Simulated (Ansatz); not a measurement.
Relaxed BaTiO3 (cubic perovskite):

```yaml
crystal:
  lattice:
    - [3.99442, 0.00000, 0.00000]
    - [0.00000, 3.99442, 0.00000]
    - [0.00000, 0.00000, 3.99442]
  atoms:
    - { symbol: Ba, position: [0.00000, 0.00000, 0.00000] }
    - { symbol: Ti, position: [0.50000, 0.50000, 0.50000] }
    - { symbol: O, position: [0.00000, 0.50000, 0.50000] }
    - { symbol: O, position: [0.50000, 0.50000, 0.00000] }
    - { symbol: O, position: [0.50000, 0.00000, 0.50000] }
```

Level of theory: r2SCAN (plane waves to 500 eV, PAW, scalar-relativistic; Ansatz, a program for electronic structure). k mesh 7×7×7 (Γ-centred), Fermi-Dirac smearing 0.05 eV. BaTiO3 is run without spin polarisation. BaTiO3 was relaxed with its symmetry unable to fall. The PAW data are Ansatz's earlier set. This is a high-temperature form of BaTiO3.

One atom of the cell was then moved (with its periodic images), all else fixed, and the forces (eV/Å) came out as:

| atom | Fx | Fy | Fz |
|---|---|---|---|
| Ba1 | 0.000 | -0.212 | 0.000 |
| Ti2 | 0.000 | 0.532 | 0.000 |
| O3 | 0.000 | -0.739 | 0.000 |
| O4 | 0.000 | -0.739 | 0.000 |
| O5 | 0.000 | 1.158 | 0.000 |

### Question
Which atom was moved, and by which vector (Å)?

### Answer
O5, by (0.00, -0.16, 0.00), 0.16 Å in all.

(For displaced atoms, the force is minus the slope of the energy, and its curvature is a force constant, which sets phonon frequencies.)
